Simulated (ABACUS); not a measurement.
ABACUS run on SiC (P6_3mc, 4 atoms in the cell; from Materials Project mp-7140, changed as shown): self-consistent single point.

Method: PBE, PseudoDojo 0.5 standard norm-conserving PBE (tails mended) pseudopotentials (plane waves; ABACUS 3.10.1).

The change in words: volume scaled by 0.94. Reference geometry (P6_3mc):
```xyz
4
Lattice="3.0471 0.0000 0.0000 -1.5235 2.6388 0.0000 0.0000 0.0000 5.0019" Properties=species:S:1:pos:R:3 pbc="T T T"
Si     0.0000     1.7592     2.4989
Si     1.5235     0.8796     4.9999
C      0.0000     1.7592     4.3786
C      1.5235     0.8796     1.8777
```

Reference input (self-consistent single point, DFT, PBE, plane waves, PseudoDojo 0.5 standard norm-conserving PBE (tails mended) pseudopotentials): KPT = Gamma 8 8 5 0.5 0.5 0.5; basis_type = pw; ecutwfc = 82 Ry; smearing_method = gaussian; smearing_sigma = 0.00367493 Ry; potentials = PseudoDojo 0.5 standard norm-conserving PBE (tails mended); symmetry = 1; ks_solver = dav_subspace; scf_nmax = 100; scf_thr = 1.0e-09 Ry; mixing_type = broyden. This run's input differs from it in these lines:

```diff
@@ -22,8 +22,8 @@
 LATTICE_CONSTANT
-5.758143
+5.640596
 
 LATTICE_VECTORS
-   0.9999999827    0.0000000000    0.0000000000
-  -0.4999999913    0.8660254035    0.0000000000
-   0.0000000000    0.0000000000    1.6415270346
+   1.0000000472    0.0000000000    0.0000000000
+  -0.4999998561    0.8660255863    0.0000000000
+   0.0000000000    0.0000000000    1.6415271096
```

The program printed (abridged):

```
 SELF-CONSISTENT
 -------------------------------------------
                                 init_chg = atomic

 PW ALGORITHM --------------- ION=   1  ELEC=   1--------------------------------

 Density error is 0.951568603393
                          Error Threshold = 0.01
 E_KohnSham     -40.7312592234       -554.1772121537
 E_Fermi        0.7419627339         10.0949208845

 PW ALGORITHM --------------- ION=   1  ELEC=   2--------------------------------

 Density error is 0.314870451662
                          Error Threshold = 0.0059473037712
 E_KohnSham     -40.9936890113       -557.7477525936
   [... lines left out ...]

 Density error is 1.28868032188e-08
                          Error Threshold = 2.03493246567e-10
 E_KohnSham     -41.0549792963       -558.5816497012
 E_Fermi        0.8198199699         11.1542229245

 PW ALGORITHM --------------- ION=   1  ELEC=   8--------------------------------

 Density error is 3.14289755816e-11
                          Error Threshold = 8.05425201176e-11
 E_KohnSham     -41.0549792983       -558.5816497291
 E_KS(sigma->0) -41.0549792983       -558.5816497291
 E_entropy(-TS) -0.0000000000        -0.0000000000
 E_Fermi        0.8198248592         11.1542894478
 charge density convergence is achieved
 final etot is -558.58164973 eV
 EFERMI = 11.154289448 eV

 STATE ENERGY(eV) AND OCCUPATIONS    NSPIN == 1
   [... 15 lines left out ...]

 TOTAL-FORCE (eV/Angstrom)
                       Si1        -0.0006413963         0.0003703104         0.0223360075
                       Si2         0.0006413963        -0.0003703104         0.0223360075
                        C1        -0.0008809401         0.0005086111        -0.0223360075
                        C2         0.0008809401        -0.0005086111        -0.0223360075

 TOTAL-STRESS (KBAR)
       277.6648504599         0.1679167525         0.0000000000
         0.1679167525       277.8587151149         0.0000000000
         0.0000000000         0.0000000000       269.3755755971
 TOTAL-PRESSURE: 274.966380 KBAR

 --------------------------------------------
 !FINAL_ETOT_IS -558.5816497290570624 eV
 --------------------------------------------
```

The run converged in 8 iterations. Against the reference run the free energy rises by 69.5 meV/atom, the pressure goes from 10.08 to 27.50 GPa and the largest force goes from 0.010 to 0.022 eV/Å.

The structure comes from a collection of computed structures, made at another level of theory; the collection holds predicted forms beside known ones. Its lattice was then scaled. At this pressure the cell is far from its equilibrium volume at this level.

Cost on one core: roughly 40 core-seconds.

“Tails mended”: in these copies of the files the far tail of each local potential was reset to the Coulomb form.
